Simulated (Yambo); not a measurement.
Yambo run on Y2CI2 (space group P-3m1, No. 164). The wavefunctions come from this Quantum ESPRESSO step (PBEsol, PseudoDojo standard norm-conserving files, scalar-relativistic):

```
&CONTROL
  calculation = 'nscf'
  pseudo_dir = './pseudo'
  outdir = './out'
/
&SYSTEM
  ibrav = 0
  nat = 5
  ntyp = 3
  ecutwfc = 82.0
  ecutrho = 328.0
  occupations = 'fixed'
  force_symmorphic = .true.
  nbnd = 261
/
&ELECTRONS
  conv_thr = 5e-09
  diago_full_acc = .true.
  diago_thr_init = 1e-08
/
ATOMIC_SPECIES
C 12.0110 C.upf
Y 88.9058 Y.upf
I 126.9045 I.upf
CELL_PARAMETERS angstrom
  3.829657627721   0.000000000000   0.000000000000
 -1.914828813860   3.316580793403   0.000000000000
  0.000000000000   0.000000000000  10.369826368000
ATOMIC_POSITIONS crystal
C   0.000000000000   0.000000000000   0.000000000000
Y   0.333333333333   0.666666666667   0.125850523700
Y   0.666666666667   0.333333333333   0.874149476300
I   0.333333333333   0.666666666667   0.666395629700
I   0.666666666667   0.333333333333   0.333604370300
K_POINTS automatic
3 3 1 0 0 0
```

Yambo input:

```
rim_cut
gw0
dyson
el_el_corr
HF_and_locXC
ppa
em1d
RandQpts= 1000000
RandGvec= 1 Ry
EXXRLvcs= 82 Ry
VXCRLvcs= 328 Ry
Chimod= "HARTREE"
% BndsRnXp
 3 | 260 |
%
NGsBlkXp= 8 Ry
% LongDrXp
 1.0 | 1.0 | 1.0 |
%
PPAPntXp= 27.2114 eV
% GbndRnge
 1 | 260 |
%
GTermKind= "BG"
DysSolver= "n"
ExtendOut
% QPkrange
 1 | 1 | 20 | 21 |
 2 | 2 | 20 | 21 |
 3 | 3 | 20 | 21 |
%
```

k points by index: 1 = Γ, 2 = (0, 0.333, 0), 3 = K.

The o-*.qp file then holds:

```
#    K-point    Band    Eo [eV]    E [eV]    E-Eo [eV]    Vxc [eV]    Vnlxc [eV]    Sc|Eo [eV]    Sc|E [eV]    dSc/dw|Eo [eV]    Re(Z)    Im(Z)
#
    1    20    0.000000    -0.510147    -0.510147    -12.57080    -14.77150    1.550847    1.690548    -7.450297    0.785054    -0.001464
    1    21    2.287296    2.822701    0.535404    -12.03465    -6.539227    -4.820558    -4.960019    -7.083599    0.793440    -0.002991
    2    20    -0.486513    -0.789037    -0.302524    -12.99645    -15.10613    1.717059    1.807157    -8.100978    0.770587    -0.001770
    2    21    0.729282    1.085696    0.356414    -11.01184    -6.423808    -4.141593    -4.231623    -6.871115    0.798395    -0.001454
    3    20    -0.521195    -0.747510    -0.226314    -12.71326    -14.65564    1.646822    1.716066    -8.322054    0.765793    -0.001603
    3    21    2.219203    2.572051    0.352847    -10.74959    -5.852866    -4.456378    -4.543880    -6.745176    0.801356    -0.001556
```
(The two width columns are left out.) Convergence of these settings isn't established.

Spin-orbit coupling is not included.

Geometry relaxed with PBE+D3(BJ).

The structure is a Materials Project entry; no match was found in the copy of COD used, and its stability was not checked.
